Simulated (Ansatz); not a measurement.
SnS:
```yaml
crystal:
  lattice:
    - [0.00000, 3.17498, 3.17498]
    - [3.17498, 0.00000, 3.17498]
    - [3.17498, 3.17498, 0.00000]
  atoms:
    - { symbol: Sn, position: [0.00000, 0.00000, 0.00000] }
    - { symbol: S, position: [0.25000, 0.25000, 0.25000] }
```

Relaxed with LDA. Special points in fractions of this cell's reciprocal vectors: Γ (0.000, 0.000, 0.000); X (0.500, 0.000, 0.500); U (0.625, 0.250, 0.625); K (0.375, 0.375, 0.750); L (0.500, 0.500, 0.500); W (0.500, 0.250, 0.750).

Q: List the band energies nearest the Fermi level at these points for plane-wave PAW LDA (Ansatz code).

A: In eV from the Fermi level; about four levels below and three above (degenerate sets whole), none deeper than 8.9 eV; points with the same levels are listed once.

```
k                    below           above
-  -----------------------  --------------
Γ  -4.93 -2.64 -2.64 -2.64  1.68 1.68 1.68
X  -3.94 -3.94 -0.64 -0.16  4.71 4.71 5.37
U  -7.68 -4.46 -3.72 -0.50  1.17 3.67 3.94
L  -7.47 -3.18 -3.18 -2.20  2.41 2.41 3.26
W        -7.70 -4.28 -4.20  0.09 1.92 1.98
```

Space group F-43m (zinc blende). The first step of the workflow began from a Materials Project structure, measured or hypothetical; the Crystallography Open Database copy checked does not list it. It is not the phase usual at ambient conditions (space group No. 62). The LDA relaxation kept the symmetry of its start. At this level the phase is mechanically unstable. Spin–orbit coupling is left out wherever it is not named.

Potentials: the later of the program's two PAW sets.
